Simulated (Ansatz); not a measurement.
According to plane-wave PAW LDA (Ansatz code), BP in the hexagonal phase (P6_3/mmc; B on 2c, P on 2d) relaxes to a = 3.180 Å, c = 7.871 Å. B has 3 nearest neighbours from 1.84 Å (trigonal planar); P has 3 nearest neighbours from 1.84 Å (trigonal planar). Its formation energy from the elements is 0.049 eV/atom, with no fitted shifts.

The Kohn–Sham gap is 0.55 eV (indirect). The valence maximum lies on the K–Γ line, 12 % of the way from K and the conduction minimum at M (3 equivalent valleys). The electron mass is 0.17, 1.0, 4.3 mₑ (principal values). The hole mass is 0.11, 1.4, 2.2 mₑ (principal values).

The bulk modulus is 10.8 GPa. Without the LO–TO term the highest mode at Γ lies at 976 cm⁻¹.

The start of the workflow was typed in or built on a structure type; neither database checked (COD, Materials Project) lists it. It is not the phase usual at ambient conditions (space group No. 216). The LDA relaxation kept the symmetry of its start; of distortions, only those at the zone centre were tested, and some modes there are weakly imaginary. A crystal of weakly bound layers computed without a dispersion correction: the cell and the soft elastic constants depend strongly on that. The references are the lowest solids computed at this level, not always the standard phases.

Potentials: the earlier of the program's two PAW sets.
